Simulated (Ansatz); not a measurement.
MoS₂:
Space group P6₃/mmc (No. 194); a = 3.1771 Å, b = 3.1771 Å, c = 12.5808 Å, α = 90.00°, β = 90.00°, γ = 120.00°

```tsv
atom	site	symmetry	x	y	z
Mo	2b	-6m2	0.0000	0.0000	0.2500
S	4f	3m.	0.3333	0.6667	0.1267
```

Relaxed at zero pressure with plane-wave PAW r²SCAN+D4 (Ansatz code).

Question: The volume is lowered by 3 % and shape and atoms relax at that volume. What pressure results, and how do the axes share the change?

Answer: 1.2 GPa; a -0.3 %, b -0.3 %, c -2.5 %; the energy rises by 2 meV/atom.

Question: Give the new structure.

Answer: 
Space group P6₃/mmc (No. 194); a = b = 3.1688 Å, c = 12.2681 Å, α = β = 90.00°, γ = 120.00°

```json
[
 {"atom": "Mo", "site": "2b", "symmetry": "-6m2", "x": "0.0000", "y": "0.0000", "z": "0.2500"},
 {"atom": "S", "site": "4f", "symmetry": "3m.", "x": "0.3333", "y": "0.6667", "z": "0.1235"}
]
```

The phase is kept; no other phase was compared at this pressure.

Space group P6_3/mmc. The workflow started from a Materials Project entry (that database holds measured and hypothetical structures alike). Its sites differ from those of the usual phase in this space group: another stacking or structure type. The cell was relaxed with r²SCAN+D4 under the symmetry of its start; phonons on a q-mesh show no instability. No spin polarisation was allowed.

Potentials: the earlier of the program's two PAW sets.
